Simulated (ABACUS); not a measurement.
A self-consistent single point of C (P6_3/mmc, 8 atoms in the cell; from Materials Project mp-48, lattice scaled a little) with ABACUS.

Method: ABACUS with LDA (PW92), numerical atomic orbitals SZP (confined pseudo-atomic orbitals with Gaussian additions; energy shift 0.01 Ry), PseudoDojo 0.4 standard norm-conserving LDA (tails mended) pseudopotentials.

```
CELL_PARAMETERS angstrom
      2.50011     0.00000     0.00000
      0.00000     4.33031     0.00000
      0.00000     0.00000     7.90685
ATOMIC_POSITIONS crystal
  C  0.00000 0.00000 0.25000
  C  0.00000 0.00000 0.75000
  C  0.00000 0.33333 0.25000
  C  0.50000 0.16667 0.75000
  C  0.50000 0.50000 0.25000
  C  0.50000 0.50000 0.75000
  C  0.50000 0.83333 0.25000
  C  0.00000 0.66667 0.75000
```

Reference input (self-consistent single point, DFT, LDA (PW92), numerical atomic orbitals SZP (confined pseudo-atomic orbitals with Gaussian additions; energy shift 0.01 Ry), PseudoDojo 0.4 standard norm-conserving LDA (tails mended) pseudopotentials): basis = SZP numerical atomic orbitals, energy shift 0.01 Ry; KPT = Gamma 9 5 3 0 0 0; basis_type = lcao; dft_functional = PWLDA; ecutwfc = 100 Ry; smearing_method = fd; smearing_sigma = 0.00999582 Ry; potentials = PseudoDojo 0.4 standard norm-conserving LDA (tails mended); symmetry = 1; symmetry_prec = 1e-05; ks_solver = genelpa; scf_nmax = 100. This run's input differs from it in these lines:

```diff
@@ -53,3 +53,3 @@
 Gamma
-9 5 3 0 0 0
+5 3 2 0 0 0
```

Log, with long lists cut:

```
 SELF-CONSISTENT
 -------------------------------------------

                  longest orb rcut (Bohr) = 5.5
   longest nonlocal projector rcut (Bohr) = 1.3
                     search radius (Bohr) = 13.6

                          real space grid = [ 32, 54, 96 ]
                                 init_chg = atomic

 LCAO ALGORITHM --------------- ION=   1  ELEC=   1--------------------------------

 Density error is 0.094606738059
 E_KohnSham     -95.7723080059       -1303.0490994915
 E_Fermi        0.2468858283         3.3590540208

 LCAO ALGORITHM --------------- ION=   1  ELEC=   2--------------------------------

   [... lines left out ...]

   [... 3 blocks of this kind left out ...]

 LCAO ALGORITHM --------------- ION=   1  ELEC=   6--------------------------------

 Density error is 6.0253368474e-06
 E_KohnSham     -95.7744858460       -1303.0787305258
 E_Fermi        0.2883692525         3.9234649618

 LCAO ALGORITHM --------------- ION=   1  ELEC=   7--------------------------------

 Density error is 8.61784714418e-07
 E_KohnSham     -95.7744858460       -1303.0787305262
 E_KS(sigma->0) -95.7744250966       -1303.0779039883
 E_entropy(-TS) -0.0001214988        -0.0016530759
 E_Fermi        0.2883694644         3.9234678449
 charge density convergence is achieved
 final etot is -1303.0787305 eV
 EFERMI = 3.9234678449 eV

 STATE ENERGY(eV) AND OCCUPATIONS    NSPIN == 1
   [... 23 lines left out ...]

 TOTAL-FORCE (eV/Angstrom)
                        C1         0.0000000000         0.0364014154         0.0000000000
                        C2         0.0000000000        -0.0364014154         0.0000000000
                        C3         0.0000000000        -0.0394592758         0.0000000000
                        C4         0.0000000000         0.0394592758         0.0000000000
                        C5         0.0000000000         0.0364014154         0.0000000000
                        C6         0.0000000000        -0.0364014154         0.0000000000
                        C7         0.0000000000        -0.0394592758         0.0000000000
   [... lines left out ...]

 TOTAL-STRESS (KBAR)
        37.4060411954         0.0000000000         0.0000000000
         0.0000000000        20.5441795793         0.0000000000
         0.0000000000        -0.0000000000       -26.3619577610
 TOTAL-PRESSURE: 10.529421 KBAR

 --------------------------------------------
 !FINAL_ETOT_IS -1303.0787305262244899 eV
 --------------------------------------------
```

The run converged in 7 iterations. Against the reference run the free energy rises by 5.8 meV/atom and the pressure stays near 1.05 GPa while the xx stress (positive for compression) goes from 2.59 to 3.74 GPa.

The atom-centred basis is finite, which shifts total energies and pressures against plane waves. A single-zeta basis is rough, for pressures and forces above all. This run is one point of a test of settings, so its values need not be converged; read them against the reference run alone. The structure comes from a collection of computed structures, made at another level of theory; the collection holds predicted forms beside known ones. Its lattice was then scaled.

The atomic orbitals were generated for these runs; they are not ABACUS's published sets and were checked against plane waves on a few crystals only.

“Tails mended”: in these copies of the files the far tail of each local potential was reset to the Coulomb form.
